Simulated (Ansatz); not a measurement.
**Notes on TiGe2**

```
CELL_PARAMETERS angstrom
0.00000 2.55299 4.36191
0.00000 -2.55299 4.36191
4.49895 2.55299 0.00000
ATOMIC_POSITIONS crystal
Ti 0.00000 0.00000 0.00000
Ti 0.25000 0.25000 0.50000
Ge 0.66700 0.33300 0.66600
Ge 0.33300 0.66700 0.33400
Ge 0.58300 0.91700 0.83400
Ge 0.91700 0.58300 0.16600
```

Method: PBEsol, spin-orbit coupling; PAW, plane waves to 420 eV, 5×5×5 Γ-centred mesh, fermi-dirac occupations (width 0.1 eV) (Ansatz 0.2.0), atoms fixed.

The state carries no moments; the state need not be the lowest.

Q: What is the formation energy?

A: -0.48 eV an atom against the elements' usual phases (free molecules for gases, crystals otherwise, with no correction for O₂ or N₂), so it is bound against them; other compounds may still compete. Relaxing would lower it.

Q: Is the cell too large or too small?

A: The pressure is -6.7 GPa (compression positive), so with the atoms held at these fractions the cell would first shrink. The principal stresses -10.6, -5.9, -3.5 GPa differ, so its shape would change too.

Q: Give the Bader charges.

A: Bader charges in e: Ti +1.14, Ge -0.57. In the mean Ti gives up most and Ge takes most.

Q: Which atom feels the largest force, and which way?

A: The largest is on Ge3 (and as large on other atoms): 0.12 eV/Å, components (-0.12, 0.00, 0.00). It makes 74° with the line to a nearest neighbour, Ti2 at 2.64 Å.

Q: What happens at the Fermi level?

A: It is a metal, with about 3 states/eV a cell as the mean within 0.25 eV of the Fermi level, mostly Ti d (65 %) and Ge p (28 %).

Origin: a database entry at a rescaled volume. Caveats: the k mesh is coarse if the cell is a metal; the SCF threshold is loose for a stress.
